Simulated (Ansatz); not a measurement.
MoSe₂ (fluorite or antifluorite type, Fm-3m), PBE in the plane-wave PAW code Ansatz, all energies at zero smearing, with the estimated change up to a 700 eV cutoff added, with one set of potentials and settings (totals compare only within such a set). Cell of 3 atoms (1 Mo, 2 Se): -15894.187 eV.

| element | reference phase | E (eV/atom) |
|---|---|---|
| Mo | Im-3m, 1 atoms in the cell | -4956.0557 |
| Se | P3_121, 3 atoms in the cell | -5469.0896 |

Formation energy per atom, worked out: (-15894.187 − 1×(-4956.0557) − 2×(-5469.0896))/3 = 0.016 eV/atom (2 kJ per mol of atoms), at 0 K, without zero-point energy or fitted corrections.

A made-up cell: these elements were put on the sites of a structure type; neither database checked (COD, Materials Project) lists it. It is not the phase usual at ambient conditions (space group No. 194). Symmetry was held in the PBE relaxation; its stability against distortions is not shown here. The run is not spin-polarised. The references are the lowest solids computed at this level, not always the standard phases.

Potentials: the earlier of the program's two PAW sets.
